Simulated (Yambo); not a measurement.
G0W0@PBEsol for a free-standing Cu$_{2}$SO$_{4}$ monolayer (symmetry C222, slab cell 14.8 Å high) in Yambo. Reference settings: 4×4×1 Γ-centred k mesh, bands 9 to 152 and a 5 Ry block in the screening, 152 bands in G with the Bruneval-Gonze terminator, plasmon pole fitted at 27.2 eV, slab-truncated Coulomb interaction, stochastic integration of W near q = 0. The PBEsol gap (0, -0.5) → Γ on this mesh is 2.16 eV; G0W0 gaps are taken between the same points.

The settings were changed. The gap went from 5.24 eV to 5.25 eV, and the shift of the valence edge from -1.38 eV to -1.06 eV.

Problem. Name the change that produced these shifts.
A. 104 bands in G, no terminator
B. pole fitted at 10 eV
C. 81 bands in W
D. 69 bands in W, 69 bands in G

Solution. A, 104 bands in G, no terminator. The others gave (gap, valence shift): 81 bands in W: 5.34, -1.38 eV; 69 bands in W, 69 bands in G: 5.43, -1.38 eV; pole fitted at 10 eV: 5.14, -1.30 eV.

Geometry relaxed with PBEsol; primitive cell a = 4.485 Å, b = 5.745 Å, c = 14.800 Å, α = β = 90.00°, γ = 112.97°.

This is a model layer cut from the bulk structure; whether it is stable on its own was not checked.

A shift is the quasiparticle energy of the state minus its PBEsol energy.
